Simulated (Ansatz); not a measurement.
TiGa2:
Space group Fddd, origin choice 1 (No. 70); a = 5.262 Å, b = 8.192 Å, c = 9.238 Å, α = β = γ = 90.00°

```json
[
 {"atom": "Ga", "site": "16f", "symmetry": ".2.", "x": "0.0000", "y": "0.1662", "z": "0.0000"},
 {"atom": "Ti", "site": "8b", "symmetry": "222", "x": "0.5000", "y": "0.5000", "z": "0.5000"}
]
```
(The calculation used a cell of 6 atoms; values per cell refer to that cell.)

Relaxed with plane-wave PAW PBE (Ansatz code). Indices refer to the conventional cell of Fddd, a = 5.2615 Å, b = 8.1922 Å, c = 9.2382 Å, α = β = γ = 90.00°.

Problem. Simulate the powder diffraction pattern (Cu Kα, λ = 1.54184 Å; lines above 1 %) up to 2θ = 90°.

Solution. Simulated powder pattern, Cu Kα, λ = 1.54184 Å (kinematic, ideal powder, no thermal factors, no anomalous dispersion; the 30 strongest lines at most, above 1 %, up to 2θ = 90°):

```json
[
 {"2θ (°)": "22.27", "d (Å)": "3.992", "I/Imax (%)": "6.8", "hkl": "(111)"},
 {"2θ (°)": "29.14", "d (Å)": "3.065", "I/Imax (%)": "3.4", "hkl": "(022)"},
 {"2θ (°)": "35.51", "d (Å)": "2.528", "I/Imax (%)": "2.3", "hkl": "(113)"},
 {"2θ (°)": "38.40", "d (Å)": "2.344", "I/Imax (%)": "100", "hkl": "(131)"},
 {"2θ (°)": "39.00", "d (Å)": "2.310", "I/Imax (%)": "48", "hkl": "(004)"},
 {"2θ (°)": "39.42", "d (Å)": "2.286", "I/Imax (%)": "93", "hkl": "(202)"},
 {"2θ (°)": "40.76", "d (Å)": "2.214", "I/Imax (%)": "1.5", "hkl": "(220)"},
 {"2θ (°)": "47.75", "d (Å)": "1.905", "I/Imax (%)": "53", "hkl": "(133)"},
 {"2θ (°)": "57.69", "d (Å)": "1.598", "I/Imax (%)": "1.2", "hkl": "(224)"},
 {"2θ (°)": "60.71", "d (Å)": "1.525", "I/Imax (%)": "1.2", "hkl": "(242)"},
 {"2θ (°)": "63.29", "d (Å)": "1.469", "I/Imax (%)": "21", "hkl": "(135)"},
 {"2θ (°)": "63.88", "d (Å)": "1.457", "I/Imax (%)": "21", "hkl": "(331)"},
 {"2θ (°)": "70.80", "d (Å)": "1.331", "I/Imax (%)": "15", "hkl": "(333)"},
 {"2θ (°)": "70.92", "d (Å)": "1.329", "I/Imax (%)": "15", "hkl": "(206)"},
 {"2θ (°)": "71.76", "d (Å)": "1.315", "I/Imax (%)": "7.2", "hkl": "(400)"},
 {"2θ (°)": "72.14", "d (Å)": "1.309", "I/Imax (%)": "14", "hkl": "(062)"},
 {"2θ (°)": "79.01", "d (Å)": "1.212", "I/Imax (%)": "11", "hkl": "(260)"},
 {"2θ (°)": "83.38", "d (Å)": "1.159", "I/Imax (%)": "9.4", "hkl": "(137)"},
 {"2θ (°)": "83.76", "d (Å)": "1.155", "I/Imax (%)": "4.6", "hkl": "(008)"},
 {"2θ (°)": "83.92", "d (Å)": "1.153", "I/Imax (%)": "9.2", "hkl": "(335)"},
 {"2θ (°)": "84.83", "d (Å)": "1.143", "I/Imax (%)": "9.0", "hkl": "(404)"}
]
```

The start of the workflow was typed in or built on a structure type; neither database checked (COD, Materials Project) lists it. Its standing as an ambient phase is unchecked. The cell was relaxed with PBE under the symmetry of its start; whether a distortion lowers the energy is not shown. The run is not spin-polarised. Axis ratios of metals converge slowly with the k-mesh, so a and c are less sure than the volume.

Potentials: the later of the program's two PAW sets.
